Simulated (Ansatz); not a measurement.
Coordination and 33S quadrupole coupling in Mg2Sc3CrS8

Cell: a Materials Project structure (computed, not necessarily an observed phase), atoms as given.

Space group R-3m:H (No. 166); a = 7.4915, c = 18.2246 Å, γ = 120.00°.

```csv
site,Wyckoff,site symmetry,x,y,z
Mg,6c,3m,0.0000,0.0000,0.1254
Sc,9e,.2/m,0.6667,0.8333,0.3333
Cr,3b,-3m,0.0000,0.0000,0.5000
S7,18h,.m,0.3040,0.1520,0.4183
S9,6c,3m,0.0000,0.0000,0.7422
```

One atom of each set is listed; the run and its k-mesh use a cell of 14 atoms with edges of 7.46, 7.46, 7.46 Å.

Computed with Ansatz: DFT, PBE, plane waves and PAW, scalar-relativistic, collinear spin, 420 eV cutoff, Γ-centred 5×5×5 k-points, Fermi–Dirac smearing 0.02 eV. Start moments as typed (μB): 3 on each Cr, none on the rest.

Q(33S) = -69.40 mb.

Task: Order the S environments from the weakest to the strongest quadrupole coupling.
A. S7: 1 Mg at 2.47 Å, 1 Cr at 2.47 Å, 2 Sc at 2.59 Å
B. S9: 1 Mg at 2.41 Å, 3 Sc at 2.56 Å

Result: B (2.60 MHz, η = 0.00), A (8.54 MHz, η = 0.47).

An axis of threefold or higher order runs through S9, so V_zz lies along it and η is zero. Like point charges on the first shell alone (each adding as 1/d³) would put S9 above S7: the kind of neighbour, the covalent part of each bond and the atoms beyond the first shell count as well.

All moments are parallel here, as the start or the cell imposes; many such compounds order antiparallel, where fields and spin densities carried over to other atoms largely cancel. The magnetic order is the one that the run reached from its start moments, not necessarily the measured one.
